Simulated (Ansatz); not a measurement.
ZnCu2GeS4 in space group I-4 (No. 82; Pearson symbol tI16), the program Ansatz at the LDA level (PAW). The conduction-band minimum lies at Γ, with 1 equivalent valley. Second derivatives d²E/dk² of the lowest band at one valley (eV·Å²), along Cartesian directions:

| direction | d²E/dk² |
|---|---|
| [100] | 59.87 |
| [010] | 59.87 |
| [001] | 63.09 |
| [110] | 59.81 |
| [101] | 61.43 |
| [011] | 61.43 |

Q: Find the principal effective masses, the density-of-states mass and the conductivity mass.

A: Off-diagonal terms follow from H_xy = H[110] − (H_xx + H_yy)/2, and m*/mₑ = 7.620 eV·Å² over each eigenvalue: 0.12, 0.13, 0.13. One valley's DOS mass (m₁m₂m₃)^(1/3) = 0.13, conductivity mass 3/(Σ 1/mᵢ) = 0.13 mₑ.

Q: What effective density of states Nc follows at 300 K for parabolic valleys?

A: Nc = 2.509e19 × 1 × (0.13)^(3/2) ≈ 1.2e18 cm⁻³.

Symmetry was held in the LDA relaxation. The run is not spin-polarised. Scalar-relativistic: spin–orbit coupling is off unless named, which matters more the heavier the elements.

Potentials: the later of the program's two PAW sets.

Edges and masses are those of Kohn–Sham bands, whose gap is no quasiparticle gap.
